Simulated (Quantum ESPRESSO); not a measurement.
Ru2AlCu3Ta2, input and log of a self-consistent run

Simulated, not a measurement. The program is pw.x of Quantum ESPRESSO 7.5 (plane-wave density functional theory). The cell is made up: eight metal atoms on a hexagonal close-packed lattice, with elements, volume, strain and displacements drawn at random and not relaxed, so it may be unstable or far from any real phase. PseudoDojo standard norm-conserving files set the functional (PBE unless stated); there is no spin polarisation or spin-orbit coupling, the Fermi-Dirac width of 0.25 eV means electrons at about 2900 K, and the masses in the input are unused placeholders. The copper pseudopotential is less sure than most, with forces differing by about three percent and pressure by about two GPa from a second method on plain copper. Heavy elements are run without spin-orbit coupling, which real alloys of them have. A spin test at this wide smearing found no moment, but such smearing suppresses magnetism that the real alloy may have.

Input:

```
&control calculation='scf', pseudo_dir='./dojo.nc.sr.pbe.v0_5.standard.upf', outdir='./o', disk_io='minimal', tprnfor=.true., tstress=.true. /
&system ibrav=0, nat=8, ntyp=4, nbnd=72, ecutwfc=92.02030273, nosym=.true., tot_charge=0,
 occupations='smearing', smearing='fd', degauss=0.0183746611
/
&electrons conv_thr=1.470e-08, electron_maxstep=70, mixing_beta=0.5 /
ATOMIC_SPECIES
Al 1.0 Al.upf
Cu 1.0 Cu.upf
Ru 1.0 Ru.upf
Ta 1.0 Ta.upf
CELL_PARAMETERS angstrom
0.0702 4.6652 0.0526
2.7279 0.0901 4.5097
2.7179 -0.009 -4.5035
ATOMIC_POSITIONS angstrom
Ru 0.0831 -0.0589 0.0109
Al 2.6769 0.0231 -0.0049
Cu 2.6487 1.4742 -2.3385
Ta 2.7957 1.6188 2.2042
Ru 1.4186 2.4909 -0.1189
Cu 4.0886 2.4148 0.0304
Cu 1.4788 3.8622 -2.1705
Ta 1.3212 4.002 2.3363
K_POINTS automatic
5 5 5 1 1 1
```

The log is shortened where brackets say so; the opening notice, blank lines, dates and the lines on written files are dropped, and the path of the files is cut. It prints rydbergs, bohrs and kilobars, and counts compression as positive stress. Its total energy is the free energy E - TS of the whole cell.

```
     Program PWSCF v.7.5
     Parallel version (MPI & OpenMP), running on       4 processor cores
     Number of MPI processes:                 4
     Threads/MPI process:                     1
     [start-up lines left out]
     bravais-lattice index     =            0
     lattice parameter (alat)  =       8.8175  a.u.
     unit-cell volume          =     772.3711 (a.u.)^3
     number of atoms/cell      =            8
     number of atomic types    =            4
     number of electrons       =       118.00
     number of Kohn-Sham states=           72
     kinetic-energy cutoff     =      92.0203  Ry
     charge density cutoff     =     368.0812  Ry
     scf convergence threshold =      1.5E-08
     mixing beta               =       0.5000
     number of iterations used =            8  plain     mixing
     Exchange-correlation= PBE
                           (   1   4   3   4   0   0   0)
     [axes and pseudopotential details left out]
   Cartesian axes
     site n.     atom                  positions (alat units)
         1        Ru     tau(   1) = (   0.0178096  -0.0126232   0.0023360  )
         2        Al     tau(   2) = (   0.5737004   0.0049507  -0.0010501  )
         3        Cu     tau(   3) = (   0.5676567   0.3159435  -0.5011761  )
         4        Ta     tau(   4) = (   0.5991610   0.3469334   0.4723936  )
         5        Ru     tau(   5) = (   0.3040275   0.5338377  -0.0254821  )
         6        Cu     tau(   6) = (   0.8762491   0.5175283   0.0065152  )
         7        Cu     tau(   7) = (   0.3169293   0.8277282  -0.4651711  )
         8        Ta     tau(   8) = (   0.2831532   0.8576894   0.5007046  )
     number of k points=    63  Fermi-Dirac smearing, width (Ry)=  0.0184
                       cart. coord. in units 2pi/alat
        k(    1) = (   0.1699121   0.0974751  -0.0012603), wk =   0.0320000
        k(    2) = (   0.3414135   0.0960638  -0.1049726), wk =   0.0320000
     [further k points left out]
     Dense  grid:    92121 G-vectors     FFT dimensions: (  54,  64,  64)
     Estimated max dynamical RAM per process >     373.68 MB
     Estimated total dynamical RAM >       1.39 GB
     Initial potential from superposition of free atoms
     starting charge     117.9932, renormalised to     118.0000
     Starting wfcs are   74 randomized atomic wfcs
     total cpu time spent up to now is        5.9 secs
     per-process dynamical memory:   302.3 Mb
     Self-consistent Calculation
     iteration #  1     ecut=    92.02 Ry     beta= 0.50
     Davidson diagonalization with overlap
     ethr =  1.00E-02,  avg # of iterations =  5.0
     total cpu time spent up to now is       21.8 secs
     total energy              =   -1801.28466566 Ry
     estimated scf accuracy    <       9.24060333 Ry
     iteration #  2     ecut=    92.02 Ry     beta= 0.50
     Davidson diagonalization with overlap
     ethr =  7.83E-03,  avg # of iterations =  2.9
     total cpu time spent up to now is       36.3 secs
     total energy              =   -1806.08336049 Ry
     estimated scf accuracy    <      19.37838453 Ry
     iteration #  3     ecut=    92.02 Ry     beta= 0.50
     Davidson diagonalization with overlap
     ethr =  7.83E-03,  avg # of iterations =  2.0
     total cpu time spent up to now is       48.8 secs
     total energy              =   -1806.92229163 Ry
     estimated scf accuracy    <       3.04109761 Ry
     iteration #  4     ecut=    92.02 Ry     beta= 0.50
     Davidson diagonalization with overlap
     ethr =  2.58E-03,  avg # of iterations =  2.0
     total cpu time spent up to now is       60.5 secs
     total energy              =   -1806.92435280 Ry
     estimated scf accuracy    <       1.91954905 Ry
     iteration #  5     ecut=    92.02 Ry     beta= 0.50
     Davidson diagonalization with overlap
     ethr =  1.63E-03,  avg # of iterations =  1.3
     total cpu time spent up to now is       71.7 secs
     total energy              =   -1806.93081980 Ry
     estimated scf accuracy    <       0.30744770 Ry
     [iterations 6 to 13 left out]
     iteration # 14     ecut=    92.02 Ry     beta= 0.50
     Davidson diagonalization with overlap
     ethr =  5.61E-10,  avg # of iterations =  3.1
     total cpu time spent up to now is      184.8 secs
     total energy              =   -1806.99301227 Ry
     estimated scf accuracy    <       0.00000207 Ry
     iteration # 15     ecut=    92.02 Ry     beta= 0.50
     Davidson diagonalization with overlap
     ethr =  5.61E-10,  avg # of iterations =  2.0
     total cpu time spent up to now is      197.1 secs
     total energy              =   -1806.99301245 Ry
     estimated scf accuracy    <       0.00000051 Ry
     iteration # 16     ecut=    92.02 Ry     beta= 0.50
     Davidson diagonalization with overlap
     ethr =  4.35E-10,  avg # of iterations =  1.1
     total cpu time spent up to now is      208.0 secs
     total energy              =   -1806.99301248 Ry
     estimated scf accuracy    <       0.00000018 Ry
     iteration # 17     ecut=    92.02 Ry     beta= 0.50
     Davidson diagonalization with overlap
     ethr =  1.55E-10,  avg # of iterations =  1.0
     total cpu time spent up to now is      218.7 secs
     total energy              =   -1806.99301250 Ry
     estimated scf accuracy    <       0.00000002 Ry
     iteration # 18     ecut=    92.02 Ry     beta= 0.50
     Davidson diagonalization with overlap
     ethr =  1.44E-11,  avg # of iterations =  2.0
     total cpu time spent up to now is      232.0 secs
     End of self-consistent calculation
     [lines on levels left out]
!    total energy              =   -1806.99301249 Ry
     estimated scf accuracy    <       0.00000001 Ry
     smearing contrib. (-TS)   =      -0.10432958 Ry
     internal energy E=F+TS    =   -1806.88868291 Ry
     The total energy is F=E-TS. E is the sum of the following terms:
     one-electron contribution =    -920.68198743 Ry
     hartree contribution      =     527.30632815 Ry
     xc contribution           =    -269.65764710 Ry
     ewald contribution        =   -1143.85537652 Ry
     convergence has been achieved in  18 iterations
     Forces acting on atoms (cartesian axes, Ry/au):
     atom    1 type  3   force =    -0.05271097    0.04288442   -0.01266563
     atom    2 type  1   force =     0.02006979    0.02204721    0.00934602
     atom    3 type  2   force =     0.01654412    0.04719845   -0.00183495
     atom    4 type  4   force =    -0.01579476    0.01737163    0.02757209
     atom    5 type  3   force =    -0.00035711   -0.08140827    0.03616142
     atom    6 type  2   force =     0.01618362   -0.01304712   -0.00989728
     atom    7 type  2   force =    -0.02590571    0.02151664   -0.03803711
     atom    8 type  4   force =     0.04197102   -0.05656295   -0.01064456
     Total force =     0.160283     Total SCF correction =     0.000309
     Computing stress (Cartesian axis) and pressure
          total   stress  (Ry/bohr**3)                   (kbar)     P=       61.56
   0.00034504  -0.00024179  -0.00031836           50.76      -35.57      -46.83
  -0.00024179   0.00058997   0.00001435          -35.57       86.79        2.11
  -0.00031836   0.00001435   0.00032043          -46.83        2.11       47.14
     init_run     :      5.58s CPU      5.75s WALL (       1 calls)
     electrons    :    221.26s CPU    226.06s WALL (       1 calls)
     forces       :      2.14s CPU      2.16s WALL (       1 calls)
     stress       :      7.71s CPU      7.74s WALL (       1 calls)
     [timing details left out]
     PWSCF        :   3m56.90s CPU   4m 1.95s WALL
     JOB DONE.
```

In other units: free energy -24585.392 eV for the cell, pressure 6.16 GPa, largest force component 2.093 eV/Å in size. The run took 244 s of wall time with four MPI processes on a shared machine (AMD EPYC, Zen 5, virtual cores), so the time is rough. A rerun of this cell at a higher cutoff and on a denser mesh moved values by no more than 0.002 eV in energy, 0.02 GPa in stress and 0.012 eV/Å in force, and a second program with other atomic files agreed on that cell to 2 % rms in force and 0.5 GPa in pressure.